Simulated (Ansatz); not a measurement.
Input, command and steps of an Ansatz relaxation.

```yaml
crystal:
  lattice:
    - [3.100012187, 1.7897928706, 5.6424877111]
    - [-3.100012187, 1.7897928706, 5.6424877111]
    - [0.0, -3.5795857414, 5.6424877111]
  atoms:
    - { symbol: Sn, position: [0.05625, 0.44375, 0.75] }
    - { symbol: Sn, position: [0.75, 0.05625, 0.44375] }
    - { symbol: Sn, position: [0.44375, 0.75, 0.05625] }
    - { symbol: Sn, position: [0.94375, 0.55625, 0.25] }
    - { symbol: Sn, position: [0.25, 0.94375, 0.55625] }
    - { symbol: Sn, position: [0.55625, 0.25, 0.94375] }
    - { symbol: O, position: [0.85218, 0.85218, 0.85218] }
    - { symbol: O, position: [0.64782, 0.64782, 0.64782] }
    - { symbol: O, position: [0.14782, 0.14782, 0.14782] }
    - { symbol: O, position: [0.35218, 0.35218, 0.35218] }
basis:
  ecutwfc: 420
kpoints:
  mp_grid: { grid: [3, 3, 3] }
hamiltonian:
  xc: pbe
scf:
  occupations: { method: gaussian, width: 0.1 }
  lower_state_search: "off"
output:
  forces: true
  stress: true
  eigenvalues: true
relax:
  adjacent_minimum: "off"
  f_tol: 0.04
  max_steps: 70
  cell: { stress_tol: 0.4 }
```

```bash
ansatz run input.yaml --threads 1 --pin off --max-ram 2560MiB --backend cpu --events-out ev --progress --plain --runs-dir out
```

The calculation used Ansatz 0.2.0, DFT PBE, scalar-relativistic, plane waves, PAW.

Of 19 frames 10 are shown, positions in Å and forces in eV/Å; the SCF threshold varies from step to step. Steps run on the plane waves of an earlier cell, with a Pulay correction in the pressure. The basis is chosen afresh for the last frame, the zero of the energies, and at times for earlier ones too; energy and pressure step there, also at an unchanged geometry. Here that happened at steps 12 (-20 meV/atom, 1.1 GPa), 17 (-3 meV/atom, 0.2 GPa); the frames before carry an error of that size. The mark taken_back stands on steps that the optimiser undid. The end is built of layers, and without a dispersion correction their distances are poorly fixed.

```xyz
10
Lattice="3.1000 1.7898 5.6425 -3.1000 1.7898 5.6425 0.0000 -3.5796 5.6425" Properties=species:S:1:pos:R:3:forces:R:3 pbc="T T T" step=1 free_energy_over_end_meV_per_atom=197.74 pressure_GPa=4.75
Sn   -1.2013   -1.7898    7.0531    0.8039    0.0000    0.0000
Sn    2.1506   -0.1454    7.0531   -0.4019    0.6962    0.0000
Sn   -0.9494    1.9352    7.0531   -0.4019   -0.6962    0.0000
Sn    1.2013    1.7898    9.8744   -0.8039    0.0000    0.0000
Sn   -2.1506    0.1454    9.8744    0.4019   -0.6962    0.0000
Sn    0.9494   -1.9352    9.8744    0.4019    0.6962    0.0000
O     0.0000    0.0000   14.4252    0.0000    0.0000   -0.3157
O     0.0000    0.0000   10.9659    0.0000    0.0000    0.3157
O     0.0000    0.0000    2.5022    0.0000    0.0000    0.3157
O     0.0000    0.0000    5.9615    0.0000    0.0000   -0.3157
10
Lattice="3.1611 1.8251 5.5660 -3.1611 1.8251 5.5660 0.0000 -3.6501 5.5660" Properties=species:S:1:pos:R:3:forces:R:3 pbc="T T T" step=3 free_energy_over_end_meV_per_atom=117.27 pressure_GPa=-0.67
Sn   -0.9595   -1.8251    6.9576   -0.1744    0.0000    0.0000
Sn    2.0603    0.0816    6.9576    0.0872   -0.1511    0.0000
Sn   -1.1008    1.7435    6.9576    0.0872    0.1511    0.0000
Sn    0.9595    1.8251    9.7406    0.1744    0.0000    0.0000
Sn   -2.0603   -0.0816    9.7406   -0.0872    0.1511    0.0000
Sn    1.1008   -1.7435    9.7406   -0.0872   -0.1511    0.0000
O     0.0000    0.0000   14.0032    0.0000    0.0000   -0.1200
O     0.0000    0.0000   11.0440    0.0000    0.0000    0.1200
O     0.0000    0.0000    2.6950    0.0000    0.0000    0.1200
O     0.0000    0.0000    5.6541    0.0000    0.0000   -0.1200
10
Lattice="3.0932 1.7859 5.7323 -3.0932 1.7859 5.7323 0.0000 -3.5717 5.7323" Properties=species:S:1:pos:R:3:forces:R:3 pbc="T T T" step=5 free_energy_over_end_meV_per_atom=105.15 pressure_GPa=0.17
Sn   -0.9749   -1.7859    7.1653   -0.1770    0.0000    0.0000
Sn    2.0341    0.0486    7.1653    0.0885   -0.1533    0.0000
Sn   -1.0591    1.7373    7.1653    0.0885    0.1533    0.0000
Sn    0.9749    1.7859   10.0315    0.1770    0.0000    0.0000
Sn   -2.0341   -0.0486   10.0315   -0.0885    0.1533    0.0000
Sn    1.0591   -1.7373   10.0315   -0.0885   -0.1533    0.0000
O     0.0000    0.0000   14.3727    0.0000    0.0000   -0.3165
O     0.0000    0.0000   11.4225    0.0000    0.0000    0.3165
O     0.0000    0.0000    2.8241    0.0000    0.0000    0.3165
O     0.0000    0.0000    5.7743    0.0000    0.0000   -0.3165
10
Lattice="2.9157 1.6834 6.0673 -2.9157 1.6834 6.0673 0.0000 -3.3667 6.0673" Properties=species:S:1:pos:R:3:forces:R:3 pbc="T T T" step=7 free_energy_over_end_meV_per_atom=78.61 pressure_GPa=5.69
Sn   -0.9924   -1.6834    7.5841    0.4097    0.0000    0.0000
Sn    1.9540   -0.0178    7.5841   -0.2048    0.3548    0.0000
Sn   -0.9616    1.7011    7.5841   -0.2048   -0.3548    0.0000
Sn    0.9924    1.6834   10.6177   -0.4097    0.0000    0.0000
Sn   -1.9540    0.0178   10.6177    0.2048   -0.3548    0.0000
Sn    0.9616   -1.7011   10.6177    0.2048    0.3548    0.0000
O     0.0000    0.0000   14.9606    0.0000    0.0000    0.0996
O     0.0000    0.0000   12.3421    0.0000    0.0000   -0.0996
O     0.0000    0.0000    3.2412    0.0000    0.0000   -0.0996
O     0.0000    0.0000    5.8597    0.0000    0.0000    0.0996
10
Lattice="2.8718 1.6581 6.5773 -2.8718 1.6581 6.5773 0.0000 -3.3161 6.5773" Properties=species:S:1:pos:R:3:forces:R:3 pbc="T T T" step=9 free_energy_over_end_meV_per_atom=35.18 pressure_GPa=0.22
Sn   -0.9527   -1.6581    8.2216    0.0857    0.0000    0.0000
Sn    1.9123    0.0040    8.2216   -0.0429    0.0742    0.0000
Sn   -0.9596    1.6541    8.2216   -0.0429   -0.0742    0.0000
Sn    0.9527    1.6581   11.5102   -0.0857    0.0000    0.0000
Sn   -1.9123   -0.0040   11.5102    0.0429   -0.0742    0.0000
Sn    0.9596   -1.6541   11.5102    0.0429    0.0742    0.0000
O     0.0000    0.0000   16.0703    0.0000    0.0000    0.2457
O     0.0000    0.0000   13.5274    0.0000    0.0000   -0.2457
O     0.0000    0.0000    3.6615    0.0000    0.0000   -0.2457
O     0.0000    0.0000    6.2044    0.0000    0.0000    0.2457
10
Lattice="2.8466 1.6435 6.6729 -2.8466 1.6435 6.6729 0.0000 -3.2870 6.6729" Properties=species:S:1:pos:R:3:forces:R:3 pbc="T T T" step=11 free_energy_over_end_meV_per_atom=31.69 pressure_GPa=-0.16
Sn   -0.9377   -1.6435    8.3411    0.0156    0.0000    0.0000
Sn    1.8922    0.0097    8.3411   -0.0078    0.0136    0.0000
Sn   -0.9545    1.6338    8.3411   -0.0078   -0.0136    0.0000
Sn    0.9377    1.6435   11.6776   -0.0156    0.0000    0.0000
Sn   -1.8922   -0.0097   11.6776    0.0078   -0.0136    0.0000
Sn    0.9545   -1.6338   11.6776    0.0078    0.0136    0.0000
O     0.0000    0.0000   16.3155    0.0000    0.0000    0.0277
O     0.0000    0.0000   13.7126    0.0000    0.0000   -0.0277
O     0.0000    0.0000    3.7032    0.0000    0.0000   -0.0277
O     0.0000    0.0000    6.3061    0.0000    0.0000    0.0277
10
Lattice="2.8298 1.6338 6.8422 -2.8298 1.6338 6.8422 0.0000 -3.2676 6.8422" Properties=species:S:1:pos:R:3:forces:R:3 pbc="T T T" step=13 free_energy_over_end_meV_per_atom=6.52 pressure_GPa=0.49
Sn   -0.9355   -1.6338    8.5527   -0.0118    0.0000    0.0000
Sn    1.8827    0.0067    8.5527    0.0059   -0.0102    0.0000
Sn   -0.9471    1.6271    8.5527    0.0059    0.0102    0.0000
Sn    0.9355    1.6338   11.9738    0.0118    0.0000    0.0000
Sn   -1.8827   -0.0067   11.9738   -0.0059    0.0102    0.0000
Sn    0.9471   -1.6271   11.9738   -0.0059   -0.0102    0.0000
O     0.0000    0.0000   16.7031    0.0000    0.0000   -0.0368
O     0.0000    0.0000   14.0867    0.0000    0.0000    0.0368
O     0.0000    0.0000    3.8235    0.0000    0.0000    0.0368
O     0.0000    0.0000    6.4398    0.0000    0.0000   -0.0368
10
Lattice="2.8293 1.6335 7.0919 -2.8293 1.6335 7.0919 0.0000 -3.2671 7.0919" Properties=species:S:1:pos:R:3:forces:R:3 pbc="T T T" step=15 free_energy_over_end_meV_per_atom=5.26 pressure_GPa=-1.18 taken_back
Sn   -0.9396   -1.6335    8.8649   -0.1408    0.0000    0.0000
Sn    1.8845    0.0030    8.8649    0.0704   -0.1220    0.0000
Sn   -0.9449    1.6305    8.8649    0.0704    0.1220    0.0000
Sn    0.9396    1.6335   12.4108    0.1408    0.0000    0.0000
Sn   -1.8845   -0.0030   12.4108   -0.0704    0.1220    0.0000
Sn    0.9449   -1.6305   12.4108   -0.0704   -0.1220    0.0000
O     0.0000    0.0000   17.2642    0.0000    0.0000   -0.1084
O     0.0000    0.0000   14.6494    0.0000    0.0000    0.1084
O     0.0000    0.0000    4.0115    0.0000    0.0000    0.1084
O     0.0000    0.0000    6.6263    0.0000    0.0000   -0.1084
10
Lattice="2.8142 1.6248 7.0964 -2.8142 1.6248 7.0964 0.0000 -3.2495 7.0964" Properties=species:S:1:pos:R:3:forces:R:3 pbc="T T T" step=17 free_energy_over_end_meV_per_atom=0.27 pressure_GPa=0.22
Sn   -0.9394   -1.6248    8.8704    0.0019    0.0000    0.0000
Sn    1.8768   -0.0012    8.8704   -0.0010    0.0017    0.0000
Sn   -0.9374    1.6259    8.8704   -0.0010   -0.0017    0.0000
Sn    0.9394    1.6248   12.4186   -0.0019    0.0000    0.0000
Sn   -1.8768    0.0012   12.4186    0.0010   -0.0017    0.0000
Sn    0.9374   -1.6259   12.4186    0.0010    0.0017    0.0000
O     0.0000    0.0000   17.2655    0.0000    0.0000   -0.0008
O     0.0000    0.0000   14.6681    0.0000    0.0000    0.0008
O     0.0000    0.0000    4.0236    0.0000    0.0000    0.0008
O     0.0000    0.0000    6.6209    0.0000    0.0000   -0.0008
10
Lattice="2.8128 1.6240 7.1528 -2.8128 1.6240 7.1528 0.0000 -3.2480 7.1528" Properties=species:S:1:pos:R:3:forces:R:3 pbc="T T T" step=19 free_energy_over_end_meV_per_atom=0.00 pressure_GPa=0.04
Sn   -0.9405   -1.6240    8.9410   -0.0147    0.0000    0.0000
Sn    1.8767   -0.0025    8.9410    0.0073   -0.0127    0.0000
Sn   -0.9362    1.6265    8.9410    0.0073    0.0127    0.0000
Sn    0.9405    1.6240   12.5174    0.0147    0.0000    0.0000
Sn   -1.8767    0.0025   12.5174   -0.0073    0.0127    0.0000
Sn    0.9362   -1.6265   12.5174   -0.0073   -0.0127    0.0000
O     0.0000    0.0000   17.3919    0.0000    0.0000    0.0011
O     0.0000    0.0000   14.7956    0.0000    0.0000   -0.0011
O     0.0000    0.0000    4.0664    0.0000    0.0000   -0.0011
O     0.0000    0.0000    6.6627    0.0000    0.0000    0.0011
```

The start puts this composition into another compound's structure type, which needn't suit it. At the end the space group is R-3c (tolerance 0.05 Å).

It took 100 s on 1 thread of Intel(R) Xeon(R) Platinum 8375C CPU @ 2.90GHz (Ice Lake), with other jobs on the host, peak memory 0.56 GiB.

The k mesh is coarse.